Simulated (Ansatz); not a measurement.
The start is a generated trial cell of Al2O3 in the corundum structure type. A full variable-cell relaxation at zero pressure is run with r2SCAN (plane waves to 500 eV, PAW, scalar-relativistic; Ansatz, an electronic-structure program). The first steps use a coarse 6×6×6 k-mesh.

Initial structure:
```yaml
crystal:
  lattice:
    - [2.38035, 1.37430, 4.33157]
    - [-2.38035, 1.37430, 4.33157]
    - [0.00000, -2.74859, 4.33157]
  atoms:
    - { symbol: Al, position: [0.35216, 0.35216, 0.35216] }
    - { symbol: Al, position: [0.14784, 0.14784, 0.14784] }
    - { symbol: Al, position: [0.64784, 0.64784, 0.64784] }
    - { symbol: Al, position: [0.85216, 0.85216, 0.85216] }
    - { symbol: O, position: [0.55610, 0.94390, 0.25000] }
    - { symbol: O, position: [0.25000, 0.55610, 0.94390] }
    - { symbol: O, position: [0.94390, 0.25000, 0.55610] }
    - { symbol: O, position: [0.44390, 0.05610, 0.75000] }
    - { symbol: O, position: [0.75000, 0.44390, 0.05610] }
    - { symbol: O, position: [0.05610, 0.75000, 0.44390] }
```

Question: What is the largest force in the starting geometry, and on which atom (counted from 1)?

Answer: 0.07 eV/Å, on Al1, Al2, Al3, Al4 (atoms numbered as listed).

Question: How do the shortest distances between atoms change?

Answer: The closest pairs of elements (up to four, under 3.6 Å), start → end: Al–O 1.86 → 1.86 Å; O–O 2.52 → 2.52 Å; Al–Al 2.66 → 2.65 Å.

Question: What band gap does the relaxed structure have at this level?

Answer: 7.15 eV, direct at Γ (no spin-orbit coupling).

Question: Give the final cell and atomic positions.

Answer: 
Space group R-3c, hexagonal axes (No. 167); a = 4.758 Å, b = 4.758 Å, c = 12.992 Å, α = 90.00°, β = 90.00°, γ = 120.00°

```
atom  site  symmetry       x       y       z
----  ----  --------  ------  ------  ------
Al     12c        3.  0.0000  0.0000  0.1482
O      18e        .2  0.3063  0.3063  0.2500
```
(The calculation used a cell of 10 atoms; values per cell refer to that cell.)

The space group stays R-3c (No. 167) (the run could not lower it); the end is corundum type, with 10 atoms in the primitive cell. Final values are on a 8×8×8 k-mesh of the relaxed cell. No spin polarisation in the result.

The run could not lose the symmetry of its start; a randomly shaken copy of 10 atoms returns to this structure.
